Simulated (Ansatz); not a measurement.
Computed with DFT PBE, scalar-relativistic, plane waves, PAW in Ansatz. All cells share a 420 eV cutoff and Γ-centred k meshes spaced at most about 0.3 Å⁻¹ (2π included). No spin polarisation in the final relaxations.

Temperature and zero-point effects are left out.

Two relaxed structures of BeSeO4:

A.

```
CELL_PARAMETERS angstrom
5.31866 0.00000 0.00000
-2.65933 4.60610 0.00000
0.00000 0.00000 8.68022
ATOMIC_POSITIONS crystal
Be 0.66667 0.33333 0.07751
Be 0.33333 0.66667 0.57751
Se 0.66667 0.33333 0.45245
Se 0.33333 0.66667 0.95245
O 0.66667 0.33333 0.26429
O 0.50057 0.00114 0.01488
O 0.50057 0.49943 0.01488
O 0.99886 0.49943 0.01488
O 0.00114 0.50057 0.51488
O 0.49943 0.50057 0.51488
O 0.49943 0.99886 0.51488
O 0.33333 0.66667 0.76429
```

B.

```
CELL_PARAMETERS angstrom
4.85143 0.00000 0.00000
-2.34905 4.24697 0.00000
-0.19403 -0.37336 8.11570
ATOMIC_POSITIONS crystal
Be 0.62918 0.29473 0.07762
Be 0.37175 0.71169 0.57882
Se 0.70422 0.37267 0.45317
Se 0.29172 0.62418 0.95037
O 0.74232 0.25993 0.26420
O 0.31966 0.97159 0.00181
O 0.52350 0.56671 0.08291
O 0.91488 0.35263 0.95449
O 0.03545 0.68830 0.52307
O 0.42204 0.47336 0.44980
O 0.63844 0.08529 0.57875
O 0.40685 0.59893 0.76275
```

**Question.** Which would you expect to be lower, and how large is the difference?

**Answer.** B is lower, by 115 meV/atom. A has space group P6_3mc (No. 186), 17.7 Å³/atom and a gap of 3.50 eV on its mesh; B has space group P1 (No. 1), 13.9 Å³/atom and a gap of 3.95 eV. Counting O atoms around Be and Se (those within 1.25 times the shortest such distance or 1.15 times the sum of covalent radii, 1.27 where that leaves under three), A and B both have Be 4, Se 4. The denser one is the lower, and pressure would at first widen the difference. Both come from invented guesses.

Kohn–Sham gaps at this level usually fall short of measured ones. Cells relaxed within their symmetry can be saddle points. The P1 cell of BeSeO4 came from shaking the P6_3mc one.
